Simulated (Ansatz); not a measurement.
Data:

Starting cell, MoS2 (3R-MoS2 type, space group R3m):

```
MoS2
1.0
    1.58770     0.91666     6.19534
   -1.58770     0.91666     6.19534
    0.00000    -1.83332     6.19534
Mo S
1 2
Direct
  0.00000   0.00000   0.00000
  0.75029   0.75029   0.75029
  0.58300   0.58300   0.58300
```

In each cell atom 2 (S, nearest neighbour Mo at 2.403 Å; its periodic images, 3.2 Å or more away, move with it) moves by s·(0.000, 0.000, 1.000) (along Cartesian z), the rest being held.

Calculation: r2SCAN+rVV10 (plane waves to 500 eV, PAW, scalar-relativistic; Ansatz, a first-principles code). k mesh 10×10×10 (Γ-centred), Fermi-Dirac smearing 0.05 eV. E stands for the smeared free energy. As the smearing reaches across the gap at some points, energies and forces of such displacements shift with the k mesh and the smearing. MoS2 is run without spin polarisation. MoS2 was relaxed with its symmetry unable to fall. The PAW data are Ansatz's earlier set. This is one of several known forms of MoS2; the measured ambient cells at hand have space group No. 194. The zero of ΔE is the undisplaced structure.

The scan covers s from -0.480 to 0.480 Å in 11 points.

Task: Is the energy the same for displacements of ±0.480 Å, and if not, which side lies higher?

Result: Not even: the negative side lies higher at ±0.480 Å. With its periodic images moving along, the atom's site symmetry in this cell is 3m.

Task: What force acts on the atom along the line at s = -0.480 Å?

Result: 10.2 eV/Å.

Task: What is the energy change at s = 0.480 Å?

Result: 1420 meV/cell.

Task: What is the force constant k = d²E/ds² of this move at s = 0?

Result: 18.1 eV/Å².

(A displaced cell: forces are minus the slopes of the energy, force constants its curvatures, and phonons follow from these.)
